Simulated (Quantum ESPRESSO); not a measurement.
Empty bands for a GW run on WO3 (ReO3 type, space group Pm-3m, No. 221): 132 bands on a 4×4×4 mesh, PBEsol, PseudoDojo standard norm-conserving files, scalar-relativistic, Quantum ESPRESSO. The input, in which only the diagonalization keyword changes:

```
&CONTROL
  calculation = 'nscf'
  pseudo_dir = './pseudo'
  outdir = './out'
/
&SYSTEM
  ibrav = 0
  nat = 4
  ntyp = 2
  ecutwfc = 84.0
  ecutrho = 336.0
  occupations = 'fixed'
  force_symmorphic = .true.
  nbnd = 132
/
&ELECTRONS
  conv_thr = 4e-09
  diago_full_acc = .true.
  diago_thr_init = 1e-08
  diagonalization = 'david'
/
ATOMIC_SPECIES
O 15.9990 O.upf
W 183.8400 W.upf
CELL_PARAMETERS angstrom
  3.794964565000   0.000000000000   0.000000000000
  0.000000000000   3.794964565000   0.000000000000
  0.000000000000   0.000000000000   3.794964565000
ATOMIC_POSITIONS crystal
O   0.000000000000   0.000000000000   0.500000000000
O   0.500000000000   0.000000000000   0.000000000000
O   0.000000000000   0.500000000000   0.000000000000
W   0.000000000000   0.000000000000   0.000000000000
K_POINTS automatic
4 4 4 0 0 0
```

| diagonalization | mean iterations per k point | rough time | largest change of an eigenvalue (eV) |
|---|---|---|---|
| david | 35 | 1 | – |
| cg | 44 | about 3× | 1e-06 |
| paro | 18 | within a factor of two | 4e-08 |

An iteration means different work in each solver, so the counts don't rank them. Times are rough ratios from shared machines.

Spin-orbit coupling is not included.

Geometry relaxed with PBEsol.
